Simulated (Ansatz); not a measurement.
TiB2:
```cif
data_B2Ti
_chemical_formula_sum 'Ti1 B2'
_space_group_name_H-M_alt 'P6/mmm'
_space_group_IT_number 191
_space_group_name_Hall '-P 6 2'
_cell_length_a 3.03187
_cell_length_b 3.03187
_cell_length_c 3.22472
_cell_angle_alpha 90.000
_cell_angle_beta 90.000
_cell_angle_gamma 120.000
loop_
_atom_site_label
_atom_site_type_symbol
_atom_site_symmetry_multiplicity
_atom_site_Wyckoff_symbol
_atom_site_fract_x
_atom_site_fract_y
_atom_site_fract_z
_atom_site_occupancy
Ti1 Ti 1 a 0.00000 0.00000 0.00000 1
B1 B 2 d 0.33333 0.66667 0.50000 1
```

Relaxed at zero pressure with PBE (plane waves, PAW; program Ansatz).

Question: The volume is raised by 6 % and shape and atoms relax at that volume. What pressure results, and how do the axes share the change?

Answer: -13.0 GPa; a 1.7 %, b 1.7 %, c 2.5 %; the energy rises by 22 meV/atom.

Question: Give the new structure.

Answer: 
Space group P6/mmm (No. 191); a = b = 3.0830 Å, c = 3.3058 Å, α = β = 90.00°, γ = 120.00°

```json
[
 {"atom": "Ti", "site": "1a", "symmetry": "6/mmm", "x": "0.0000", "y": "0.0000", "z": "0.0000"},
 {"atom": "B", "site": "2d", "symmetry": "-6m2", "x": "0.3333", "y": "0.6667", "z": "0.5000"}
]
```

The phase is kept; no other phase was compared at this pressure.

The cell was relaxed with PBE under the symmetry of its start. The run is not spin-polarised.

Potentials: the later of the program's two PAW sets.
